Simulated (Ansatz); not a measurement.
MgB2 (AlB2 type, space group P6/mmm)

```
MgB2
1.0
    3.07432     0.00000     0.00000
   -1.53716     2.66244     0.00000
    0.00000     0.00000     3.52754
Mg B
1 2
Direct
  0.00000   0.00000   0.00000
  0.33333   0.66667   0.50000
  0.66667   0.33333   0.50000
```

The slice is a (0001) plane (indices of the conventional cell) through the point (0.333, 0.667, 0.500) (fractional), spanned by u = [110] and v = [1 -1 0] in vectors of this cell: u (3.07 Å) and v (5.32 Å, at 90° to u). It covers one period; positions are fractions (u, v).

The numbers are results of PBE (plane waves to 420 eV, PAW, scalar-relativistic; Ansatz, a first-principles code), not measurements. k mesh 17×17×13. These are valence fields of a PAW run, semicore shells included where kept as valence: close to a nucleus they are smooth pseudo fields. MgB2 was relaxed with its symmetry unable to fall.

Question: What is the ELF at the midpoint of the shortest B–B line in this plane (1.77 Å)?

Answer: 0.92.

Question: What is the valence density on the shortest B–B line in this plane (1.77 Å), at its midpoint?

Answer: 0.83 e/Å³.

Question: Predict the map of the valence electron density on the slice.

Answer: 
```tsv
v \ u	0.00	0.14	0.29	0.43	0.57	0.71	0.86
0.88	-0.2	-0.2	-0.1	-0.2	-0.2	-0.1	-0.2
0.75	-0.8	-0.6	-0.3	-0.1	-0.1	-0.3	-0.6
0.62	-0.9	-0.7	-0.4	-0.1	-0.1	-0.4	-0.7
0.50	-0.4	-0.3	-0.1	-0.3	-0.3	-0.1	-0.3
0.38	-0.3	-0.1	-0.1	-0.2	-0.2	-0.1	-0.1
0.25	-0.1	-0.2	-0.5	-0.7	-0.7	-0.5	-0.2
0.12	-0.1	-0.2	-0.6	-0.9	-0.9	-0.6	-0.2
0.00	-0.6	-0.1	-0.2	-0.4	-0.4	-0.2	-0.1
```

Values: log₁₀ of the valence density in e/Å³. The scale is logarithmic, as a density can span decades between atoms and voids.
